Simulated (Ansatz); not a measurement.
Input:

ZnCu$_{2}$SnS$_{4}$ (kesterite type, space group I-4)

Space group I-4 (No. 82); a = b = 5.414 Å, c = 10.823 Å, α = β = γ = 90.00°

| atom | site | symmetry | x | y | z |
|---|---|---|---|---|---|
| Cu | 2a | -4.. | 0.0000 | 0.0000 | 0.0000 |
| Cu | 2c | -4.. | 0.0000 | 0.5000 | 0.2500 |
| Zn | 2d | -4.. | 0.5000 | 0.0000 | 0.2500 |
| Sn | 2b | -4.. | 0.0000 | 0.0000 | 0.5000 |
| S | 8g | 1 | 0.2578 | 0.2644 | 0.3709 |
(The calculation used a cell of 8 atoms; values per cell refer to that cell.)

The volume is varied about the relaxed value V₀ at fixed cell shape. The atoms relax within the cell's symmetry.

Level of theory: r2SCAN (plane waves to 500 eV, PAW, scalar-relativistic; Ansatz, an electronic-structure program). k mesh 9×9×9 (Γ-centred), Fermi-Dirac smearing 0.05 eV. The energy includes the smearing's −TS. Stress and pressure are positive under compression. With the shape held, the modulus is that of even scaling; a crystal free to change shape is softer. The PAW data are Ansatz's earlier set. ZnCu2SnS4 is run without spin polarisation. ZnCu2SnS4 was relaxed with its symmetry unable to fall. ΔE is measured from the relaxed starting cell.

The scan covers V/V₀ from 0.940 to 1.060 in 13 points.

**Question.** What pressure does the cell carry at V/V₀ = 0.940?

**Answer.** 5.51 GPa.

**Question.** What is ΔE at V/V₀ = 1.060?

**Answer.** 15.4 meV/atom.

**Question.** What is ΔE at V/V₀ = 0.940?

**Answer.** 19.3 meV/atom.

(A scan under strain: stresses follow from slopes of the energy per volume, elastic moduli from its curvatures.)
